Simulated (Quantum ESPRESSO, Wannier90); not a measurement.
Wannierisation of GaP (zinc blende)

Materials Project entry mp-2490; symmetrised, unrelaxed at this level. COD (Crystallography Open Database) has an entry of this formula and space group (matched by these alone). Level: LDA, no spin polarisation, no spin-orbit coupling; pw.x of Quantum ESPRESSO at 64 Ry with PseudoDojo potentials, 10×10×10 k-points, Wannier90. Density: 10×10×10 mesh, cold smearing 0.01 Ry.

On the energy scale of pw.x, whose zero is arbitrary, the valence-band maximum lies at 7.35 eV.

Input w.win:

```
num_bands = 4
num_wann = 4
exclude_bands = 1-5,10-20
num_iter = 800
conv_tol = 1.0e-6
conv_window = 4
write_hr = true
write_u_matrices = true
begin projections
P: sp3
end projections
begin unit_cell_cart
ang
    0.0000000000    2.7258100000    2.7258100000
    2.7258100000    0.0000000000    2.7258100000
    2.7258100000    2.7258100000    0.0000000000
end unit_cell_cart
begin atoms_frac
Ga   0.0000000000  0.0000000000  0.0000000000
P   -0.2500000000 -0.2500000000 -0.2500000000
end atoms_frac
mp_grid = 10 10 10
begin kpoints
0.0000000000 0.0000000000 0.0000000000
0.0000000000 0.0000000000 0.1000000000
0.0000000000 0.0000000000 0.2000000000
... (997 more lines: the 10x10x10 mesh through Gamma)
end kpoints
```

Input of pw2wannier90.x that gives the overlap and projection files (equivalent; here they were cut from one run over all bands):

```
&inputpp
  outdir = './out'
  prefix = 'pwscf'
  seedname = 'w'
  write_amn = .true.
  write_mmn = .true.
/
```

Output w.wout (banner and timings cut):

```
                                    ------
                                    SYSTEM
                                    ------

                              Lattice Vectors (Ang)
                    a_1     0.000000   2.725810   2.725810
                    a_2     2.725810   0.000000   2.725810
                    a_3     2.725810   2.725810   0.000000

                   Unit Cell Volume:      40.50576  (Ang^3)

                        Reciprocal-Space Vectors (Ang^-1)
                    b_1    -1.152535   1.152535   1.152535
                    b_2     1.152535  -1.152535   1.152535
                    b_3     1.152535   1.152535  -1.152535

 *----------------------------------------------------------------------------*
 |   Site       Fractional Coordinate          Cartesian Coordinate (Ang)     |
 +----------------------------------------------------------------------------+
 | ga   1   0.00000   0.00000   0.00000   |    0.00000   0.00000   0.00000    |
 | p    1  -0.25000  -0.25000  -0.25000   |   -1.36291  -1.36291  -1.36291    |
 *----------------------------------------------------------------------------*
                                ------------
                                K-POINT GRID
                                ------------

             Grid size = 10 x 10 x 10      Total points = 1000

 *---------------------------------- MAIN ------------------------------------*
 |  Number of Wannier Functions               :                 4             |
 |  Number of Objective Wannier Functions     :                 4             |
 |  Number of input Bloch states              :                 4             |
 |  Output verbosity (1=low, 5=high)          :                 1             |
 |  Timing Level (1=low, 5=high)              :                 1             |
 |  Optimisation (0=memory, 3=speed)          :                 3             |
 |  Length Unit                               :               Ang             |
 |  Post-processing setup (write *.nnkp)      :                 F             |
 |  Using Gamma-only branch of algorithms     :                 F             |
 *----------------------------------------------------------------------------*
 *------------------------------- WANNIERISE ---------------------------------*
 |  Total number of iterations                :               800             |
 |  Number of CG steps before reset           :                 5             |
 |  Trial step length for line search         :             2.000             |
 |  Convergence tolerence                     :         0.100E-05             |
 |  Convergence window                        :                 4             |
 |  Iterations between writing output         :                 1             |
 |  Iterations between backing up to disk     :               100             |
 |  Write r^2_nm to file                      :                 F             |
 |  Write xyz WF centres to file              :                 F             |
 |  Write on-site energies <0n|H|0n> to file  :                 F             |
 |  Use guiding centre to control phases      :                 F             |
 |  Use phases for initial projections        :                 F             |
 *----------------------------------------------------------------------------*
 *-------------------------------- PLOTTING ----------------------------------*
 |  Plotting Hamiltonian in WF basis          :                 T             |
 *----------------------------------------------------------------------------*

 *---------------------------------- K-MESH ----------------------------------*
 +----------------------------------------------------------------------------+
 |                    Distance to Nearest-Neighbour Shells                    |
 |                    ------------------------------------                    |
 |          Shell             Distance (Ang^-1)          Multiplicity         |
 |          -----             -----------------          ------------         |
 |             1                   0.199625                      8            |
 |             2                   0.230507                      6            |
 |             3                   0.325986                     12            |
 |             4                   0.382253                     24            |
 |             5                   0.399250                      8            |
 |             6                   0.461014                      6            |
 |             7                   0.502379                     24            |
 |             8                   0.515430                     24            |
       ... (lines left out)
 +----------------------------------------------------------------------------+
 | The b-vectors are chosen automatically                                     |
 | The following shells are used:                       1                     |
 +----------------------------------------------------------------------------+
 |                        Shell   # Nearest-Neighbours                        |
 |                        -----   --------------------                        |
 |                          1               8                                 |
 +----------------------------------------------------------------------------+
 | Completeness relation is fully satisfied [Eq. (B1), PRB 56, 12847 (1997)]  |
 +----------------------------------------------------------------------------+
 |                  b_k Vectors (Ang^-1) and Weights (Ang^2)                  |
 |                  ----------------------------------------                  |
 |            No.         b_k(x)      b_k(y)      b_k(z)        w_b           |
 |            ---        --------------------------------     --------        |
 |             1         0.115254    0.115254   -0.115254     9.410256        |
 |             2         0.115254   -0.115254    0.115254     9.410256        |
 |             3        -0.115254    0.115254    0.115254     9.410256        |
 |             4         0.115254    0.115254    0.115254     9.410256        |
 |             5        -0.115254   -0.115254    0.115254     9.410256        |
 |             6        -0.115254    0.115254   -0.115254     9.410256        |
 |             7         0.115254   -0.115254   -0.115254     9.410256        |
 |             8        -0.115254   -0.115254   -0.115254     9.410256        |
 +----------------------------------------------------------------------------+
 |                           b_k Directions (Ang^-1)                          |
 |                           -----------------------                          |
 |            No.           x           y           z                         |
 |            ---        --------------------------------                     |
 |             1         0.115254    0.115254   -0.115254                     |
 |             2         0.115254   -0.115254    0.115254                     |
 |             3        -0.115254    0.115254    0.115254                     |
 |             4         0.115254    0.115254    0.115254                     |
 +----------------------------------------------------------------------------+

 Starting a new Wannier90 calculation ...

 Reading overlaps from w.mmn

 Reading projections from w.amn

 *------------------------------- WANNIERISE ---------------------------------*
 +--------------------------------------------------------------------+<-- CONV
 | Iter  Delta Spread     RMS Gradient      Spread (Ang^2)            |<-- CONV
 +--------------------------------------------------------------------+<-- CONV

 ------------------------------------------------------------------------------
 Initial State
  WF centre and spread    1  ( -0.829370, -0.829370, -0.829370 )     2.15749101
  WF centre and spread    2  ( -0.829370, -1.896440, -1.896440 )     2.15749101
  WF centre and spread    3  ( -1.896440, -0.829370, -1.896440 )     2.15749101
  WF centre and spread    4  ( -1.896440, -1.896440, -0.829370 )     2.15749101
  Sum of centres and spreads ( -5.451620, -5.451620, -5.451620 )     8.62996402

      0     0.863E+01     0.0000000000        8.6299640245  <-- CONV
        O_D=      0.2935477 O_OD=      0.5320814 O_TOT=      8.6299640 <-- SPRD
 ------------------------------------------------------------------------------
      1    -0.172E+00     0.1687384660        8.4580101546  <-- CONV
        O_D=      0.1337847 O_OD=      0.5198905 O_TOT=      8.4580102 <-- SPRD
      2    -0.877E-01     0.1373972111        8.3703026386  <-- CONV
        O_D=      0.0501345 O_OD=      0.5158333 O_TOT=      8.3703026 <-- SPRD
      3    -0.355E-01     0.0977824954        8.3347722560  <-- CONV
        O_D=      0.0182278 O_OD=      0.5122096 O_TOT=      8.3347723 <-- SPRD
      4    -0.952E-02     0.0648926825        8.3252558216  <-- CONV
        O_D=      0.0107719 O_OD=      0.5101491 O_TOT=      8.3252558 <-- SPRD
      5    -0.263E-02     0.0386974595        8.3226292778  <-- CONV
        O_D=      0.0091819 O_OD=      0.5091124 O_TOT=      8.3226293 <-- SPRD
       ... (lines left out)
     18    -0.284E-06     0.0003718932        8.3213747551  <-- CONV
        O_D=      0.0090303 O_OD=      0.5080096 O_TOT=      8.3213748 <-- SPRD
     19    -0.133E-06     0.0002795968        8.3213746225  <-- CONV
        O_D=      0.0090304 O_OD=      0.5080093 O_TOT=      8.3213746 <-- SPRD
     20    -0.121E-06     0.0001944782        8.3213745013  <-- CONV
        O_D=      0.0090308 O_OD=      0.5080088 O_TOT=      8.3213745 <-- SPRD
             <<<     Delta < 1.000E-06  over  4 iterations     >>>
             <<< Wannierisation convergence criteria satisfied >>>
 Final State
  WF centre and spread    1  ( -0.829136, -0.829136, -0.829136 )     2.08034363
  WF centre and spread    2  ( -0.829136, -1.896674, -1.896674 )     2.08034363
  WF centre and spread    3  ( -1.896674, -0.829136, -1.896674 )     2.08034363
  WF centre and spread    4  ( -1.896674, -1.896674, -0.829136 )     2.08034363
  Sum of centres and spreads ( -5.451620, -5.451620, -5.451620 )     8.32137450

         Spreads (Ang^2)       Omega I      =     7.804334905
        ================       Omega D      =     0.009030770
                               Omega OD     =     0.508008827
    Final Spread (Ang^2)       Omega Total  =     8.321374501
```
